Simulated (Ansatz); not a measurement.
CaAlF₅:
```
CaAlF5
1.0
    4.36083     3.15501     0.00000
   -4.36083     3.15501     0.00000
   -3.08950     0.00000     6.64174
Ca Al F
2 2 10
Direct
  0.54475   0.54475   0.75000
  0.45525   0.45525   0.25000
  0.00000   0.00000   0.50000
  0.00000   0.00000   0.00000
  0.94032   0.94032   0.75000
  0.05968   0.05968   0.25000
  0.72865   0.70398   0.47261
  0.70398   0.72865   0.02739
  0.27135   0.29602   0.52739
  0.29602   0.27135   0.97261
  0.75934   0.20318   0.38616
  0.20318   0.75934   0.11384
  0.24066   0.79682   0.61384
  0.79682   0.24066   0.88616
```

Relaxed with r²SCAN.

### Question
Give the Bader charges and basin volumes of the independent atoms, DFT-r²SCAN in the program Ansatz with PAW potentials.

### Answer


| atom | Bader charge (e) | Bader volume (Å³) |
|---|---|---|
| Ca1 | +1.71 | 11.5 |
| Al3 | +2.64 | 3.0 |
| F5 | -0.89 | 13.6 |
| F7 | -0.87 | 14.8 |
| F11 | -0.87 | 16.8 |

Space group C2/c. The workflow started from an entry of the Crystallography Open Database (COD), which files this formula under 2 space groups. Whether it is the stable phase at ambient conditions was not checked. The r²SCAN relaxation kept the symmetry of its start; its stability against distortions is not shown here.

Potentials: the later of the program's two PAW sets.
